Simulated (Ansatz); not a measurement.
Relaxed Na (bcc, W type):

```
CELL_PARAMETERS angstrom
     -4.19651     4.19651     4.19651
      2.09826    -2.09826     2.09826
      2.09826     2.09826    -2.09826
ATOMIC_POSITIONS crystal
  Na 0.00000 0.00000 0.00000
  Na 0.50000 0.00000 0.00000
```

In each cell atom 1 (Na, nearest neighbour Na at 3.634 Å; its periodic images, 3.6 Å or more away, move with it) moves by s·(1.000, 0.000, 0.000) (along Cartesian x), the rest being held.

The numbers are results of PBE (plane waves to 420 eV, PAW, scalar-relativistic; Ansatz, an electronic-structure program), not measurements. k mesh 13×13×13 (Γ-centred), Fermi-Dirac smearing 0.05 eV. Energies are smeared free energies. With partly filled bands, energies and forces of such displacements shift with the k mesh and the smearing. Na was relaxed with its symmetry unable to fall. The zero of ΔE is the undisplaced structure. The last digit holds for this mesh only.

| s (Å) | ΔE (meV/cell) |
|---|---|
| -1.090 | 156.5 |
| -0.872 | 107.8 |
| -0.654 | 64.1 |
| -0.436 | 29.6 |
| -0.218 | 7.6 |
| 0.000 | 0.0 |
| 0.218 | 7.6 |
| 0.436 | 29.6 |
| 0.654 | 64.1 |
| 0.872 | 107.8 |
| 1.090 | 156.5 |

**Question.** What force constant k = d²E/ds² at s = 0 does the table give?

**Answer.** 0.3 eV/Å². It is the second difference of the nearest points, corrected with the next pair.

**Question.** With k = 0.32 eV/Å² from the forces, is the well harmonic out to s = 1.090 Å?

**Answer.** ½ks² = 190 meV/cell against the computed 156 meV/cell, so the well is softer than harmonic there.

(A displaced cell: forces are minus the slopes of the energy, force constants its curvatures, and phonons follow from these.)
